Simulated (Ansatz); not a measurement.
SiO2:
```yaml
crystal:
  lattice:
    - [2.69841, 0.00000, 0.00000]
    - [-1.34920, 2.33689, 0.00000]
    - [0.00000, 0.00000, 5.54425]
  atoms:
    - { symbol: Si, position: [0.00000, 0.00000, 0.00000] }
    - { symbol: O, position: [0.33333, 0.66667, 0.16517] }
    - { symbol: O, position: [0.66667, 0.33333, 0.83483] }
```

Relaxed with PBE. Special points in fractions of this cell's reciprocal vectors: Γ (0.000, 0.000, 0.000); M (0.500, 0.000, 0.000); K (0.333, 0.333, 0.000); A (0.000, 0.000, 0.500); L (0.500, 0.000, 0.500); H (0.333, 0.333, 0.500).

List the band energies nearest the valence-band maximum at these points for plane-wave PAW PBE (Ansatz code).

In eV from the valence-band maximum; about four levels below and three above (degenerate sets whole), none deeper than 8.9 eV; points with the same levels are listed once.

| k | below | above |
|---|---|---|
| Γ | -2.03 -2.03 -0.97 -0.97 -0.47 | 6.25 8.40 10.87 |
| M | -3.79 -1.77 -1.37 -0.90 | 7.95 10.38 12.53 |
| K | -5.58 -5.58 -3.97 -0.73 -0.73 | 10.45 13.49 13.97 13.97 |
| A | -2.02 -2.02 -0.97 -0.97 -0.86 | 6.91 8.31 10.11 |
| L | -3.78 -1.67 -1.37 -0.90 | 7.96 10.29 12.72 |
| H | -5.60 -5.60 -3.99 -0.67 -0.67 | 10.50 13.56 13.79 13.79 |

Space group P-3m1 (CdI2 type). A made-up cell: these elements were put on the sites of a structure type; neither database checked (COD, Materials Project) lists it. It is not the phase usual at ambient conditions (space group No. 92, 152, 154). The cell was relaxed with PBE under the symmetry of its start; whether a distortion lowers the energy is not shown. A crystal of weakly bound layers computed without a dispersion correction: the cell and the soft elastic constants depend strongly on that.

Potentials: the later of the program's two PAW sets.
